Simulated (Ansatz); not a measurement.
CaO (rock salt, Fm-3m), PBEsol (plane waves, PAW; program Ansatz). The conduction-band minimum lies at X, with 3 equivalent valleys. Second derivatives d²E/dk² of the lowest band at one valley (eV·Å²), along Cartesian directions:

| direction | d²E/dk² |
|---|---|
| [100] | 5.490 |
| [010] | 18.15 |
| [001] | 18.15 |
| [110] | 11.82 |
| [101] | 11.82 |
| [011] | 18.15 |

Task: Find the principal effective masses, the density-of-states mass and the conductivity mass.

Result: Off-diagonal terms follow from H_xy = H[110] − (H_xx + H_yy)/2, and m*/mₑ = 7.620 eV·Å² over each eigenvalue: 0.42, 0.42, 1.4. One valley's DOS mass (m₁m₂m₃)^(1/3) = 0.63, conductivity mass 3/(Σ 1/mᵢ) = 0.55 mₑ.

Task: What effective density of states Nc follows at 300 K for parabolic valleys?

Result: Nc = 2.509e19 × 3 × (0.63)^(3/2) ≈ 3.8e19 cm⁻³.

The cell was relaxed with PBEsol under the symmetry of its start.

Potentials: the later of the program's two PAW sets.

Edges and masses are those of Kohn–Sham bands, whose gap is no quasiparticle gap.
